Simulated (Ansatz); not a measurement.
Input:

Sb$_{2}$Mo:
```
Sb2Mo
1.0
    1.71240    -6.43642     0.00000
    1.71240     6.43642     0.00000
    0.00000     0.00000     5.93750
Mo Sb
2 4
Cartesian
  1.71240  -5.17407   2.96902
  1.71240   5.17407   0.00027
  1.71240  -0.78224   2.13925
  1.71240   0.78224   5.10800
  1.71240   2.67372   1.27459
  1.71240  -2.67372   4.24334
```

This is the r²SCAN-relaxed structure.

All from r²SCAN in the plane-wave PAW code Ansatz, unless another level is named. Give the electronic character.

metallic (no gap).

Next, the formation energy from the elements (no fitted shifts)?

0.078 eV/atom.

And the density of states at the Fermi level?

0.09 states/eV per atom (mean over ±0.08 eV).

Space group Cmc2_1. The start of the workflow was typed in or built on a structure type; neither database checked (COD, Materials Project) lists it. Whether it is the stable phase at ambient conditions was not checked. The cell was relaxed with r²SCAN under the symmetry of its start; its stability against distortions is not shown here. No spin polarisation was allowed. The volume moved by -16 % from the start of the relaxation. The references are the lowest solids computed at this level, not always the standard phases. Spin–orbit coupling is left out wherever it is not named.

Potentials: the later of the program's two PAW sets.
